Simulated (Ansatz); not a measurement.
Run record: phonons of Pt$_{3}$Pb (Pm-3m)

Computed with r²SCAN, PAW on Ansatz 0.2.0's default frozen-core files (fitted under PBE), scalar-relativistic; not a measurement.

The cell comes from a PAW relaxation under the same functional.

The structure is one entry of a database and needn't be the stable phase.

Command:

```sh
ansatz run input.yaml --threads 1 --pin off --max-ram 3072MiB --backend cpu --events-out ev --progress --plain --runs-dir out
```

input.yaml:

```yaml
crystal:
  lattice:
    - [4.09377966534, 0.0, 0.0]
    - [0.0, 4.09377966534, 0.0]
    - [0.0, 0.0, 4.09377966534]
  atoms:
    - { symbol: Pt, position: [0.0, 0.5, 0.5] }
    - { symbol: Pt, position: [0.5, 0.0, 0.5] }
    - { symbol: Pt, position: [0.5, 0.5, 0.0] }
    - { symbol: Pb, position: [0.0, 0.0, 0.0] }
kpoints:
  mp_grid: { grid: [8, 8, 8] }
scf:
  occupations: { method: fermi_dirac, width: 0.08 }
hamiltonian:
  xc: r2scan
  pseudopotentials: { kind: paw }
phonons:
  supercell: [1, 1, 1]
```

Output (shortened where marked):

```
Warning: RAYON_NUM_THREADS=1 ignored (pool sized by the plan → 1); use --threads N
Engine: ansatz 0.2.0, aarch64-unknown-linux-gnu
Pseudopotentials: kind: paw
Pseudopotential: Pt, paw, valence charge 18, recommended cutoff 500 eV (meta_gga), Pt.paw.azcp
Pseudopotential: Pb, paw, valence charge 14, recommended cutoff 500 eV (meta_gga), Pb.paw.azcp
Functional definition: r2SCAN
  parameter k0 = 0.174
  parameter k1 = 0.065
  parameter a1 = 4.9479
  exchange = r2scan_x(k0 = k0, k1 = k1, a1 = a1)
  correlation = r2scan_c
Crystal: 4 atoms, lattice volume = 68.608 Å³
Basis set: ecut = 500 eV, 1743 PW (Γ), exchange–correlation on 150×150×150 points (125 copies of the dense FFT grid, shifted against one another)
Bands: 41, of which v1, the nominal top of the filled ones, is band 34 counted from 1 (33 counted from 0)
Symmetry: 48 space group operations
k-points: 35 of 512
Non-local potential: Pt, projectors of the file, l = 0: 3, l = 1: 2, l = 2: 2, l = 3: 1
Non-local potential: Pb, projectors of the file, l = 0: 2, l = 1: 2, l = 2: 2, l = 3: 2
PAW form: soft (Blöchl's): semilocal exchange-correlation on the pseudo side does not see the compensation charge
PAW frozen core: Pt, regenerated for the run's functional (the file was generated under x = pbe(κ = 0.804, μ = 0.2195149727645171), c = pbe(β = 0.06672455060314922))
PAW frozen core: Pb, regenerated for the run's functional (the file was generated under x = pbe(κ = 0.804, μ = 0.2195149727645171), c = pbe(β = 0.06672455060314922))
PAW one-centre angular grid: Pt, 590 points (default); XC on 160 Gauss nodes
PAW one-centre angular grid: Pb, 590 points (default); XC on 160 Gauss nodes
Initial density: superposition of atomic densities (neutral atoms: chi_scale 0, normalization atom), corrected by the library's trained network
Initial wavefunctions: pseudopotential atomic-orbital guess
Functional: x = r2scan, c = r2scan; τ floored in thin density (d = 2e-4 eV/Å³)
SCF iter   1: F=—  HF=-49531.723924 eV  |F-HF|=—  |Δ(HF+E_count)|=         —  Δρ=1.74e-2  dr2=2.37e-1  dr2_τ=3.50e-2  ethr=1.77e-3  ⟨swp⟩=6.5  Hψ=5700  notcnv=0  defer=3
preconditioner: auto → Kerker (q_TF=auto, 2.724 Å⁻¹)  [metal: Δε(μ)=0.181 eV  Ē_g=12.019 eV  σ=0.080 eV  W_gap=0.45  n_scr=26 (ndim 8)  ℏωp=29.7 eV  f_vac=0.000  D(μ)=0.85/eV (n_scr^D=0)]
SCF iter   2: F=—  HF=-49531.703514 eV  |F-HF|=—  |Δ(HF+E_count)|=   2.04e-2  Δρ=6.94e-3  dr2=3.76e-2  dr2_τ=4.92e-3  ethr=3.49e-4  ⟨swp⟩=2.5  Hψ=2411  notcnv=0  defer=29
SCF iter   3: F=—  HF=-49531.700714 eV  |F-HF|=—  |Δ(HF+E_count)|=   2.80e-3  Δρ=2.05e-3  dr2=3.08e-3  dr2_τ=8.01e-5  ethr=5.53e-5  ⟨swp⟩=2.1  Hψ=1870  notcnv=0  defer=29
SCF iter   4: F=—  HF=-49531.701107 eV  |F-HF|=—  |Δ(HF+E_count)|=   3.92e-4  Δρ=5.92e-4  dr2=2.21e-4  dr2_τ=1.13e-5  ethr=4.53e-6  ⟨swp⟩=2.0  Hψ=2105  notcnv=0  defer=29
SCF iter   5: F=—  HF=-49531.701181 eV  |F-HF|=—  |Δ(HF+E_count)|=   7.41e-5  Δρ=1.79e-4  dr2=3.66e-5  dr2_τ=1.92e-6  ethr=3.25e-7  ⟨swp⟩=2.2  Hψ=2308  notcnv=0  defer=29
SCF iter   6: F=—  HF=-49531.701178 eV  |F-HF|=—  |Δ(HF+E_count)|=   2.73e-6  Δρ=6.19e-5  dr2=2.85e-6  dr2_τ=1.83e-7  ethr=5.39e-8  ⟨swp⟩=2.0  Hψ=2005  notcnv=0  defer=29
[... 22 lines left out ...]
SCF iter   6: F=—  HF=-49531.701164 eV  |F-HF|=—  |Δ(HF+E_count)|=  3.64e-10  Δρ=3.38e-7  dr2=1.14e-10  dr2_τ=5.86e-12  ethr=5.54e-12  ⟨swp⟩=2.0  Hψ=4039  notcnv=0  defer=48
SCF iter   7: F=—  HF=-49531.701164 eV  |F-HF|=—  |Δ(HF+E_count)|=  7.28e-11  Δρ=7.26e-8  dr2=6.39e-12  dr2_τ=8.49e-14  ethr=1.00e-12  ⟨swp⟩=1.2  Hψ=2659  notcnv=0  defer=48
SCF iter   8: F=-49531.701164 eV  HF=-49531.701164 eV  |F-HF|=7.28e-12  |Δ(HF+E_count)|=    0.00e0  Δρ=1.23e-8  dr2=9.65e-14  dr2_τ=2.10e-14  ethr=1.00e-12  ⟨swp⟩=6.1  Hψ=11615  notcnv=0
SCF 3 converged in 8 iterations: F = -49531.701164 eV  dr2 = 9.65e-14
Symmetry: 2 space group operations
k-points: 150 of 512 (time reversal used)
iter 1 solved again at ethr=1.16e-8 eV; its pass at ethr=3.10e-3 eV (dr2=7.92e-6 eV) is discarded
SCF iter   1: F=—  HF=-49531.701154 eV  |F-HF|=—  |Δ(HF+E_count)|=         —  Δρ=7.52e-5  dr2=8.22e-6  dr2_τ=5.67e-7  ethr=1.16e-8  ⟨swp⟩=3.5  Hψ=30252  notcnv=0  defer=121
SCF iter   2: F=—  HF=-49531.701158 eV  |F-HF|=—  |Δ(HF+E_count)|=   3.74e-6  Δρ=4.19e-5  dr2=2.45e-6  dr2_τ=1.02e-7  ethr=1.16e-8  ⟨swp⟩=2.0  Hψ=7747  notcnv=0  defer=121
SCF iter   3: F=—  HF=-49531.701163 eV  |F-HF|=—  |Δ(HF+E_count)|=   5.00e-6  Δρ=1.32e-5  dr2=2.44e-7  dr2_τ=1.87e-9  ethr=3.61e-9  ⟨swp⟩=2.0  Hψ=8357  notcnv=0  defer=121
SCF iter   4: F=—  HF=-49531.701163 eV  |F-HF|=—  |Δ(HF+E_count)|=   3.07e-8  Δρ=4.08e-6  dr2=9.52e-9  dr2_τ=6.64e-10  ethr=3.58e-10  ⟨swp⟩=2.0  Hψ=8477  notcnv=0  defer=121
SCF iter   5: F=—  HF=-49531.701163 eV  |F-HF|=—  |Δ(HF+E_count)|=   9.28e-9  Δρ=2.23e-6  dr2=6.76e-9  dr2_τ=3.73e-10  ethr=1.40e-11  ⟨swp⟩=2.0  Hψ=9139  notcnv=0  defer=121
SCF iter   6: F=—  HF=-49531.701163 eV  |F-HF|=—  |Δ(HF+E_count)|=  1.82e-10  Δρ=1.24e-6  dr2=2.31e-9  dr2_τ=5.62e-11  ethr=9.93e-12  ⟨swp⟩=2.0  Hψ=6893  notcnv=0  defer=121
SCF iter   7: F=—  HF=-49531.701163 eV  |F-HF|=—  |Δ(HF+E_count)|=  3.64e-11  Δρ=2.54e-7  dr2=7.28e-11  dr2_τ=2.45e-12  ethr=3.40e-12  ⟨swp⟩=2.0  Hψ=8726  notcnv=0  defer=121
SCF iter   8: F=—  HF=-49531.701163 eV  |F-HF|=—  |Δ(HF+E_count)|=  2.91e-11  Δρ=6.63e-8  dr2=7.04e-12  dr2_τ=1.40e-13  ethr=1.00e-12  ⟨swp⟩=1.0  Hψ=6019  notcnv=0  defer=121
SCF iter   9: F=-49531.701163 eV  HF=-49531.701163 eV  |F-HF|=1.46e-11  |Δ(HF+E_count)|=    0.00e0  Δρ=9.23e-9  dr2=5.41e-14  dr2_τ=1.09e-14  ethr=1.00e-12  ⟨swp⟩=6.0  Hψ=25937  notcnv=0
SCF 4 converged in 9 iterations: F = -49531.701163 eV  dr2 = 5.41e-14
  greatest PAW one-centre occupation: 1.000 electrons in one spin orbital (limit 2), on the Pt atom at site 0 (counted from 0), in its partial waves of l = 0
SCF converged after 2 iterations
Free energy (F): -49531.701183 eV
Harris-Foulkes:  -49531.701183 eV  (|F-HF|=7.28e-12)
Internal energy: -49531.678565 eV  (E = F + TS)
E sigma→0 (E₀):  -49531.689874 eV
Entropy (-TS):   -0.022618 eV (-5.655 meV/atom)
Fermi energy:    20.358958 eV
--- Per-component energies (eV) ---
  E_band       = -499.074428
  E_kinetic    = 2210.536870
  E_local      = -5651.141498  (includes V_loc(G=0)·N_el)
  E_nonlocal   = 961.935571
  E_hartree    = 2155.367783
  E_xc         = -957.301083
  E_vxc        = -1156.452392  (∫ρ·V_xc dr)
  E_paw        = -38882.354866  (= ΣΔE_a)
  E_vpaw       = -1250.019118  (= ΣTr[D̂ρ^β])
  E_aug_tail   = 0.000476  (compensation charges beyond the density's cutoff)
  E_vtau       = 75.330132  (kinetic-family band-sum trace: ∫τ·v_τ [+ j·A + Jᵃ·Aᵃ] dr)
  E_ewald      = -9368.992837
  E_core_change = 0.271019  (= ΣΔE_core)
  E_smearing   = -0.022618  (= −TS)
  E_closure    = -0.000000  (closes the sum)
  Σ components = -49531.701183   (vs F -49531.701183, Δ=0.00e0)
--- Forces (eV/Å), atoms counted from 1 ---
  atom   1  Pt     0.00000000     0.00000000     0.00000000
  atom   2  Pt     0.00000000    -0.00000000     0.00000000
  atom   3  Pt    -0.00000000    -0.00000000    -0.00000000
  atom   4  Pb    -0.00000000     0.00000000    -0.00000000
  max |Σ_I F_I| component: 6.81e-29 eV/Å
--- Phonons: 2 displaced members + reference (amplitude 0.0025 Å, Σ member SCF iterations 17) ---
  symmetry images taken by strict's conditions (phonons.symmetry_images: auto; settled by no image being taken that strict refuses)
  ASR residual: 1.930e-5 → 0.000e0 eV/Å²; symmetrization residual: 1.771e-5 eV/Å²
  largest component of a force at the reference: 8.2e-29 eV/Å
  ASR residual per site (eV/Å²): 1.93e-5 1.93e-5 1.93e-5 1.53e-5
  Γ frequencies (cm⁻¹): 0.00 0.00 0.00 79.24 79.24 79.24 81.44 81.44 81.44 150.08 150.08 150.08
  density of states and harmonic sums: on the 15×15×15 q-mesh, interpolated from the force constants of a 1×1×1 supercell (no non-analytic term)
  largest difference from the sums on the solved wave vectors: F 6.22e-1 eV, S 8.81e-4 and C_V 2.58e-4 eV/K
```

Self-consistency was reached.

Zone-centre phonons:

Harmonic phonons of a crystal by Kohn-Sham DFT at the given cell, standard atomic masses, acoustic sum rule imposed; negative wavenumbers are unstable modes; optical zone-centre levels upwards with Mulliken labels, activity, and the element with most of the kinetic energy.

```json
{
 "Point group": "m-3m"
}
```

```tsv
number	phonon wavenumber (cm⁻¹)	label	infrared	raman	lead element
1	79.2	T1u	yes	no	Pb
2	81.4	T2u	no	no	Pt
3	150.1	T1u	yes	no	Pt
```

Keep in mind: frozen-core PAW files fitted under PBE, their cores solved anew for the functional of the run; responses of metals move with mesh and smearing; no spin-orbit coupling on heavy atoms; zone-boundary modes aren't tested; activity by symmetry alone, a metal screens infrared modes.

Time and hardware: 110 s on 1 thread of Arm Neoverse V2, on a shared host, peak memory 0.78 GiB.
